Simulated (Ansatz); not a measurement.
Ga2O3 (beta-Ga2O3 type, space group C2/m)

```xyz
10
Lattice="6.2280 -1.5416 0.0000 6.2280 1.5416 0.0000 -1.3917 0.0000 5.7101" Properties=species:S:1:pos:R:3 pbc="T T T"
Ga     0.0138     0.0000     4.5380
Ga    11.0505     0.0000     1.1722
Ga     7.7649     0.0000     1.7940
Ga     3.2994     0.0000     3.9161
O      1.8844     0.0000     0.6233
O      9.1799     0.0000     5.0869
O      1.3782     0.0000     3.2224
O      9.6861     0.0000     2.4877
O      5.8210     0.0000     1.4658
O      5.2433     0.0000     4.2444
```

The atoms are displaced by Q × the pattern below (from a DFPT mode at Γ, largest move 1; Q in Å), at fixed cell.

```
atom       x      y       z
----  ------  -----  ------
Ga1    0.085  0.000   0.022
Ga2   -0.085  0.000  -0.022
Ga3    0.033  0.000   0.062
Ga4   -0.033  0.000  -0.062
O5    -0.082  0.000  -0.997
O6     0.082  0.000   0.997
O7    -0.772  0.000   0.586
O8     0.772  0.000  -0.586
O9    -0.385  0.000  -0.104
O10    0.385  0.000   0.104
```

The numbers are results of PBE (plane waves to 420 eV, PAW, scalar-relativistic; Ansatz, an electronic-structure program), not measurements. k mesh 11×11×6 (Γ-centred), Fermi-Dirac smearing 0.05 eV. The energy includes the smearing's −TS. Ga2O3 was relaxed with its symmetry unable to fall. The PAW data are Ansatz's earlier set. ΔE is measured from the undisplaced structure.

Task: Estimate the ΔE (meV/cell) for Q (Å) = -0.083, -0.050, -0.033, 0.017, 0.033.

Result: 
```json
[
 {"Q (Å)": "-0.083", "ΔE (meV/cell)": "422"},
 {"Q (Å)": "-0.050", "ΔE (meV/cell)": "155"},
 {"Q (Å)": "-0.033", "ΔE (meV/cell)": "69"},
 {"Q (Å)": "0.017", "ΔE (meV/cell)": "18"},
 {"Q (Å)": "0.033", "ΔE (meV/cell)": "72"}
]
```

(For displaced atoms, the force is minus the slope of the energy, and its curvature is a force constant, which sets phonon frequencies.)
